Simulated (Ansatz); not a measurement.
# WS2 with a W vacancy: gradients before and after relaxing the atoms

Start: a supercell of WS2 (space group P6_3/mmc) built from a COD entry (the entry's cell lengths or inner coordinates differ somewhat from later room-temperature determinations), with all atoms left at the host's positions.

```
W S
1.0
     6.36000    0.00000    0.00000
    -4.77000    8.26188    0.00000
     0.00000    0.00000   12.50000
W S
11 24
Direct
  0.16667 0.55556 0.25000
  0.16667 0.88889 0.25000
  0.66667 0.22222 0.25000
  0.66667 0.55556 0.25000
  0.66667 0.88889 0.25000
  0.33333 0.11111 0.75000
  0.33333 0.44444 0.75000
  0.33333 0.77778 0.75000
  0.83333 0.11111 0.75000
  0.83333 0.44444 0.75000
  0.83333 0.77778 0.75000
  0.16667 0.22222 0.62500
  0.16667 0.55556 0.62500
  0.16667 0.88889 0.62500
  0.66667 0.22222 0.62500
  0.66667 0.55556 0.62500
  0.66667 0.88889 0.62500
  0.33333 0.11111 0.12500
  0.33333 0.44444 0.12500
  0.33333 0.77778 0.12500
  0.83333 0.11111 0.12500
  0.83333 0.44444 0.12500
  0.83333 0.77778 0.12500
  0.16667 0.22222 0.87500
  0.16667 0.55556 0.87500
  0.16667 0.88889 0.87500
  0.66667 0.22222 0.87500
  0.66667 0.55556 0.87500
  0.66667 0.88889 0.87500
  0.33333 0.11111 0.37500
  0.33333 0.44444 0.37500
  0.33333 0.77778 0.37500
  0.83333 0.11111 0.37500
  0.83333 0.44444 0.37500
  0.83333 0.77778 0.37500
```

Atom numbers follow the list; atoms alike are taken as one site, whose name carries the number of the first.

Computed with Ansatz: DFT, PBE, plane waves and PAW, scalar-relativistic, collinear spin, 420 eV cutoff, Γ-centred 4×3×2 k-points, Fermi–Dirac smearing 0.01 eV, cell charge -3. Start moments as typed (μB): 0 0 0 0 0 0 0 0 0 0 0 0 0 0 0 0 0 0.5 0.5 0 0.5 0 0 0 0 0 0 0 0 0.5 0.5 0 0.5 0 0 by atom.

The largest force at the start is 0.87 eV/Å. Relaxing the ions at fixed cell moves them by 0.077 Å at most (atom 5, W) and 0.036 Å rms.

```
site  atom  moved (Å)        first shell before              first shell after  V_zz before (10²¹ V/m²)  η before
  W2     2      0.065             6 S at 2.41 Å             6 S at 2.37–2.42 Å                   -19.48      0.22
  W3     3      0.040             6 S at 2.41 Å             6 S at 2.39–2.42 Å                    -22.2      0.05
  W5     5      0.077             6 S at 2.41 Å             6 S at 2.37–2.43 Å                   -18.14      0.29
 W10    10      0.001             6 S at 2.41 Å                  6 S at 2.42 Å                   -18.93      0.03
 W11    11      0.007             6 S at 2.41 Å                  6 S at 2.42 Å                   -18.90      0.05
 S18    18      0.039  2 W at 2.41 Å, angle 83°  2 W at 2.37–2.39 Å, angle 82°                    -4.88      0.54
 S19    19      0.042  2 W at 2.41 Å, angle 83°       2 W at 2.38 Å, angle 83°                    -8.00      0.16
 S20    20      0.056             3 W at 2.41 Å                  3 W at 2.41 Å                    -3.59      0.06
 S21    21      0.046  2 W at 2.41 Å, angle 83°  2 W at 2.37–2.39 Å, angle 82°                    -5.26      0.53
 S23    23      0.063             3 W at 2.41 Å             3 W at 2.41–2.43 Å                    -3.52      0.24
```

Task: How do the gradients change?

Result: 

| site | atom | V_zz after | η after | change of V_zz |
| --- | --- | --- | --- | --- |
| W2 | 2 | -18.11 | 0.51 | +1.37 |
| W3 | 3 | -23.8 | 0.05 | -1.58 |
| W5 | 5 | -15.95 | 0.69 | +2.19 |
| W10 | 10 | -16.97 | 0.02 | +1.96 |
| W11 | 11 | -16.89 | 0.04 | +2.01 |
| S18 | 18 | -5.60 | 0.33 | -0.72 |
| S19 | 19 | -7.68 | 0.16 | +0.32 |
| S20 | 20 | -2.48 | 0.78 | +1.11 |
| S21 | 21 | -5.81 | 0.29 | -0.55 |
| S23 | 23 | -3.98 | 0.14 | -0.46 |

The largest change of V_zz is on W5, from -18.14 to -15.95. In per cent, |V_zz| changes by -12 to +7 on W, -31 to +15 on S (all sites that start above 2). Where |V_zz| stays above 0.1 and the axes keep their order, η moves most on S20, from 0.06 to 0.78. On S23 V_xx and V_yy change places (or their axes turn by over 50°), so the two values of η hide a larger change. The table leaves out 13 of the 23 sites, with |V_zz| up to 19.83; their tensors move by 1.61 at most along any direction. The statements above cover all sites. The host's own positions weren't relaxed first, so part of the change far from the defect can be the host's relaxation.

The defect repeats with the cell of 35 atoms, so it feels its images: sites between two images don't show the values beside a lone defect, and zeros or small values of η there can come from the images' arrangement. S and W carry a gradient in the pure host already, so the values there aren't the defect's effect alone. A uniform background compensates the cell's charge. The defect cell has no gap above 0.1 eV on its mesh, so the values can hang on the smearing and the k-mesh. Without spin–orbit coupling the gradients at and beside W can be off by some per cent, at some sites by more. The run lost most of its start moments on S; a state with other moments may lie lower.
Before: The neighbours have not yet relaxed around the defect (largest force 0.87 eV/Å), so a real crystal will differ.
After: The relaxation keeps the symmetry of the vacancy's site, so distortions that break it, Jahn–Teller ones too, aren't explored.
